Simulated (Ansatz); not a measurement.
Space group P4_2/mnm (No. 136). a = 4.968 Å, b = 4.968 Å, c = 2.846 Å, α = 90.00°, β = 90.00°, γ = 90.00°
```csv
atom,site,symmetry,x,y,z
Ta,2b,m.mm,0.0000,0.0000,0.5000
O,4f,m.2m,0.7156,0.2844,0.5000
```

Equation of state of this TaO$_{2}$ structure (not necessarily the ground state), with shape and atoms relaxed at each volume where symmetry leaves them free. It has no gap at any of these volumes. Computed with DFT r2SCAN, scalar-relativistic, plane waves, PAW in Ansatz.

Settings: cutoff 500 eV, Γ-centred mesh 8×8×12 on the computed 6-atom cell, Gaussian smearing of 0.10 eV; no spin polarisation.

| V (Å³/atom) | E − E(largest V) (meV/atom) | P (GPa) |
| --- | --- | --- |
| 10.303 | 98.07 | 46.97 |
| 10.654 | 11.69 | 32.26 |
| 11.006 | -44.94 | 19.75 |
| 11.357 | -76.21 | 9.09 |
| 11.708 | -85.89 | 0.01 |
| 12.059 | -77.17 | -7.72 |
| 12.410 | -52.81 | -14.29 |
| 12.879 | 0.00 | -21.50 |

Question: Fit a third-order Birch–Murnaghan equation to E(V).

Answer: V0 = 11.71 Å³/atom, B0 = 279 GPa, B0' = 4.3.

Spin-orbit coupling is left out, which matters for the bands of heavy elements.